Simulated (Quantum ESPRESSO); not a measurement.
## Al7BP8 (input and log of a self-consistent run)

Simulated, not a measurement. The program is pw.x of Quantum ESPRESSO 7.5 (plane-wave density functional theory). The cell is made up: 16 atoms on a doubled zincblende/diamond lattice, with randomly drawn elements, strain and displacements, not relaxed. PseudoDojo standard norm-conserving files (v0.5 for PBE, v0.4.1 for LDA and PBEsol) set the functional; there is no spin polarisation, spin-orbit coupling or dispersion term, and the masses in the input are unused placeholders.

Input:

```
&control calculation='scf', pseudo_dir='./dojo.nc.sr.pbe.v0_5.standard.upf', outdir='./o', disk_io='low', tprnfor=.true., tstress=.true. /
&system ibrav=0, nat=16, ntyp=3, nbnd=38, ecutwfc=75.99759826, nosym=.true., tot_charge=0,
 occupations='smearing', smearing='fd', degauss=0.0018374661
/
&electrons conv_thr=7.350e-09, electron_maxstep=60, /
ATOMIC_SPECIES
Al 1.0 Al.upf
B 1.0 B.upf
P 1.0 P.upf
CELL_PARAMETERS angstrom
5.6258 -0.0354 -0.0656
-0.0354 5.6384 -0.0366
-0.1311 -0.0732 11.3128
ATOMIC_POSITIONS angstrom
Al -0.0494 -0.0695 0.0112
B -0.0197 2.6706 2.8356
Al 2.8018 -0.0038 2.7469
Al 2.8734 2.8414 -0.0624
Al -0.0164 -0.0181 5.6274
Al -0.0366 2.7965 8.445
Al 2.7588 -0.107 8.4664
Al 2.8333 2.8276 5.6902
P 1.3532 1.39 1.4192
P 1.2789 4.1494 4.2135
P 4.1572 1.3698 4.2364
P 4.2249 4.1348 1.3091
P 1.3103 1.3336 7.0439
P 1.214 4.1867 9.9205
P 4.0748 1.3154 9.7708
P 4.1177 4.1673 6.981
K_POINTS automatic
4 4 2 1 1 1
```

The log is shortened where brackets say so; the opening notice, blank lines, dates and the lines on written files are dropped, and the path of the files is cut. It prints rydbergs, bohrs and kilobars, and counts compression as positive stress. With no partly filled state, the Fermi energy that it prints is only some level between the filled and the empty states on the mesh, and need not lie in the true gap.

```
     Program PWSCF v.7.5
     Parallel version (MPI & OpenMP), running on       4 processor cores
     Number of MPI processes:                 4
     Threads/MPI process:                     1
     [start-up lines left out]
     bravais-lattice index     =            0
     lattice parameter (alat)  =      10.6322  a.u.
     unit-cell volume          =    2421.0980 (a.u.)^3
     number of atoms/cell      =           16
     number of atomic types    =            3
     number of electrons       =        64.00
     number of Kohn-Sham states=           38
     kinetic-energy cutoff     =      75.9976  Ry
     charge density cutoff     =     303.9904  Ry
     scf convergence threshold =      7.3E-09
     mixing beta               =       0.7000
     number of iterations used =            8  plain     mixing
     Exchange-correlation= PBE
                           (   1   4   3   4   0   0   0)
     [axes and pseudopotential details left out]
   Cartesian axes
     site n.     atom                  positions (alat units)
         1        Al     tau(   1) = (  -0.0087802  -0.0123527   0.0019907  )
         2        B      tau(   2) = (  -0.0035014   0.4746642   0.5039907  )
         3        Al     tau(   3) = (   0.4979832  -0.0006754   0.4882255  )
         4        Al     tau(   4) = (   0.5107092   0.5050216  -0.0110908  )
         5        Al     tau(   5) = (  -0.0029149  -0.0032170   1.0001966  )
         6        Al     tau(   6) = (  -0.0065052   0.4970412   1.5009881  )
         7        Al     tau(   7) = (   0.4903405  -0.0190178   1.5047917  )
         8        Al     tau(   8) = (   0.5035819   0.5025688   1.0113585  )
         9        P      tau(   9) = (   0.2405136   0.2470543   0.2522442  )
        10        P      tau(  10) = (   0.2273077   0.7375015   0.7488944  )
        11        P      tau(  11) = (   0.7388878   0.2434640   0.7529646  )
        12        P      tau(  12) = (   0.7509206   0.7349065   0.2326754  )
        13        P      tau(  13) = (   0.2328887   0.2370299   1.2519609  )
        14        P      tau(  14) = (   0.2157726   0.7441311   1.7632389  )
        15        P      tau(  15) = (   0.7242423   0.2337951   1.7366317  )
        16        P      tau(  16) = (   0.7318672   0.7406830   1.2407813  )
     number of k points=    16  Fermi-Dirac smearing, width (Ry)=  0.0018
                       cart. coord. in units 2pi/alat
        k(    1) = (   0.1272826   0.1263527   0.1266273), wk =   0.1250000
        k(    2) = (   0.1243722   0.1247200  -0.1220864), wk =   0.1250000
     [further k points left out]
     Dense  grid:   216787 G-vectors     FFT dimensions: (  60,  60, 120)
     Estimated max dynamical RAM per process >     393.91 MB
     Estimated total dynamical RAM >       1.38 GB
     Initial potential from superposition of free atoms
     starting charge      63.9815, renormalised to      64.0000
     Starting wfcs are   64 randomized atomic wfcs
     total cpu time spent up to now is        3.8 secs
     per-process dynamical memory:   289.1 Mb
     Self-consistent Calculation
     iteration #  1     ecut=    76.00 Ry     beta= 0.70
     Davidson diagonalization with overlap
     ethr =  1.00E-02,  avg # of iterations =  4.0
     Threshold (ethr) on eigenvalues was too large:
     Diagonalizing with lowered threshold
     Davidson diagonalization with overlap
     ethr =  9.62E-04,  avg # of iterations =  1.8
     total cpu time spent up to now is       12.0 secs
     total energy              =    -149.38112490 Ry
     estimated scf accuracy    <       0.63785296 Ry
     iteration #  2     ecut=    76.00 Ry     beta= 0.70
     Davidson diagonalization with overlap
     ethr =  9.97E-04,  avg # of iterations =  2.0
     total cpu time spent up to now is       16.3 secs
     total energy              =    -149.50763824 Ry
     estimated scf accuracy    <       0.12716633 Ry
     iteration #  3     ecut=    76.00 Ry     beta= 0.70
     Davidson diagonalization with overlap
     ethr =  1.99E-04,  avg # of iterations = 11.4
     total cpu time spent up to now is       22.4 secs
     total energy              =    -149.51427817 Ry
     estimated scf accuracy    <       0.07728055 Ry
     iteration #  4     ecut=    76.00 Ry     beta= 0.70
     Davidson diagonalization with overlap
     ethr =  1.21E-04,  avg # of iterations =  6.6
     total cpu time spent up to now is       27.4 secs
     total energy              =    -149.53346620 Ry
     estimated scf accuracy    <       0.02018410 Ry
     iteration #  5     ecut=    76.00 Ry     beta= 0.70
     Davidson diagonalization with overlap
     ethr =  3.15E-05,  avg # of iterations =  8.1
     total cpu time spent up to now is       32.5 secs
     total energy              =    -149.53638390 Ry
     estimated scf accuracy    <       0.00229282 Ry
     [iterations 6 to 8 left out]
     iteration #  9     ecut=    76.00 Ry     beta= 0.70
     Davidson diagonalization with overlap
     ethr =  8.65E-09,  avg # of iterations =  4.9
     total cpu time spent up to now is       52.5 secs
     total energy              =    -149.53682249 Ry
     estimated scf accuracy    <       0.00000194 Ry
     iteration # 10     ecut=    76.00 Ry     beta= 0.70
     Davidson diagonalization with overlap
     ethr =  3.04E-09,  avg # of iterations =  2.2
     total cpu time spent up to now is       56.4 secs
     total energy              =    -149.53682264 Ry
     estimated scf accuracy    <       0.00000049 Ry
     iteration # 11     ecut=    76.00 Ry     beta= 0.70
     Davidson diagonalization with overlap
     ethr =  7.68E-10,  avg # of iterations =  2.6
     total cpu time spent up to now is       60.5 secs
     total energy              =    -149.53682275 Ry
     estimated scf accuracy    <       0.00000002 Ry
     iteration # 12     ecut=    76.00 Ry     beta= 0.70
     Davidson diagonalization with overlap
     ethr =  3.50E-11,  avg # of iterations =  5.1
     total cpu time spent up to now is       66.5 secs
     total energy              =    -149.53682276 Ry
     estimated scf accuracy    <       0.00000005 Ry
     iteration # 13     ecut=    76.00 Ry     beta= 0.70
     Davidson diagonalization with overlap
     ethr =  3.50E-11,  avg # of iterations =  2.3
     total cpu time spent up to now is       70.5 secs
     End of self-consistent calculation
          k = 0.1273 0.1264 0.1266 ( 27087 PWs)   bands (ev):
    -6.9339  -6.5463  -5.8295  -5.3091  -5.2341  -5.1771  -5.0947  -4.9482
    -1.4216  -0.9223  -0.8395  -0.7818  -0.7325  -0.0444   1.0343   1.0707
     1.4180   1.5046   1.5585   1.6448   1.8993   2.0101   2.0520   2.1123
     2.1533   2.3560   2.4645   2.6640   3.0663   3.2078   3.7132   3.9100
     5.5759   6.0352   6.1070   6.4103   6.6843   6.8673
     [levels at the other k points left out]
     the Fermi energy is     4.9049 ev
!    total energy              =    -149.53682276 Ry
     estimated scf accuracy    <          1.4E-09 Ry
     smearing contrib. (-TS)   =      -0.00000000 Ry
     internal energy E=F+TS    =    -149.53682276 Ry
     The total energy is F=E-TS. E is the sum of the following terms:
     one-electron contribution =      18.77115747 Ry
     hartree contribution      =      16.01077162 Ry
     xc contribution           =     -49.41289521 Ry
     ewald contribution        =    -134.90585665 Ry
     convergence has been achieved in  13 iterations
     Forces acting on atoms (cartesian axes, Ry/au):
     atom    1 type  1   force =     0.00128554    0.03120848    0.00063462
     atom    2 type  2   force =     0.00752000    0.01408725    0.00948713
     atom    3 type  1   force =    -0.00920783   -0.02184543    0.01699657
     atom    4 type  1   force =    -0.03537072   -0.02626221   -0.00785099
     atom    5 type  1   force =    -0.01619010   -0.00992282   -0.00531185
     atom    6 type  1   force =    -0.01984664   -0.01492886   -0.00015225
     atom    7 type  1   force =    -0.03124385   -0.00190063   -0.00894817
     atom    8 type  1   force =    -0.05254401   -0.03284051   -0.03857933
     atom    9 type  3   force =    -0.02964698    0.03904936    0.01912671
     atom   10 type  3   force =    -0.00234444   -0.03363061   -0.04390580
     atom   11 type  3   force =     0.03928705    0.02787102   -0.04872566
     atom   12 type  3   force =     0.02579045   -0.01489336    0.06163864
     atom   13 type  3   force =     0.02930146    0.01089797    0.00751088
     atom   14 type  3   force =     0.03579071   -0.00561030   -0.01593050
     atom   15 type  3   force =     0.02251219    0.01117027    0.02543474
     atom   16 type  3   force =     0.03490717    0.02755039    0.02857526
     Total force =     0.182906     Total SCF correction =     0.000072
     Computing stress (Cartesian axis) and pressure
          total   stress  (Ry/bohr**3)                   (kbar)     P=      -74.04
  -0.00048681   0.00007321   0.00014545          -71.61       10.77       21.40
   0.00007321  -0.00049620   0.00010987           10.77      -72.99       16.16
   0.00014545   0.00010987  -0.00052688           21.40       16.16      -77.51
     init_run     :      3.55s CPU      3.69s WALL (       1 calls)
     electrons    :     66.56s CPU     66.81s WALL (       1 calls)
     forces       :      1.51s CPU      1.56s WALL (       1 calls)
     stress       :      4.20s CPU      4.32s WALL (       1 calls)
     [timing details left out]
     PWSCF        :   1m15.90s CPU   1m16.53s WALL
     JOB DONE.
```

In other units: free energy -2034.552 eV for the cell, pressure -7.40 GPa, largest force component 1.585 eV/Å. A rerun of this cell at a cutoff of 1317 eV and k mesh 6 x 6 x 4 moved values by no more than 0.010 eV in energy, 0.02 GPa in stress and 0.002 eV/Å in force.